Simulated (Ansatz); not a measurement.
The relaxed structure here is a generated cell of HfO2: the first start was made by a random draw of sites in a space group, and the end was not matched to a known phase here, so it may be hypothetical. Known forms of HfO2 include space group No. 14, 29, 137, 225.

A structure of HfO2 relaxed with PBEsol (plane waves to 420 eV, PAW, scalar-relativistic; Ansatz, a first-principles code); single points at other levels follow on the same geometry (Ansatz, PAW; PBEsol+SOC at 600 eV on a 9×10×7 k-mesh; spin-orbit coupling only where +SOC is written). Space group P2₁/m (No. 11).

```
CELL_PARAMETERS angstrom
      3.83307     0.00000     0.00000
      0.00000     3.43955     0.00000
     -1.35731     0.00000     5.22100
ATOMIC_POSITIONS crystal
  Hf 0.66628 0.25000 0.76998
  Hf 0.33372 0.75000 0.23002
  O  0.23451 0.25000 0.93585
  O  0.76549 0.75000 0.06415
  O  0.26423 0.25000 0.41996
  O  0.73577 0.75000 0.58004
```

```json
[
 {"level": "PBEsol", "gap (eV)": "4.84", "kind": "indirect", "conduction minimum": "k = (0, 0.1, 0)"},
 {"level": "PBEsol+SOC", "gap (eV)": "[?]", "kind": "[?]", "conduction minimum": "[?]"}
]
```

**Question.** Fill in the missing entries.

**Answer.** 
- PBEsol+SOC, gap (eV): 4.84
- PBEsol+SOC, kind: indirect
- PBEsol+SOC, conduction minimum: k = (0, 0.1, 0)

The shift from spin-orbit coupling is approximate. No spin polarisation in the result.

It was reached from a disturbed copy of a P4₂/mcm (No. 132) cell, against which it lies -0.806 eV/atom.
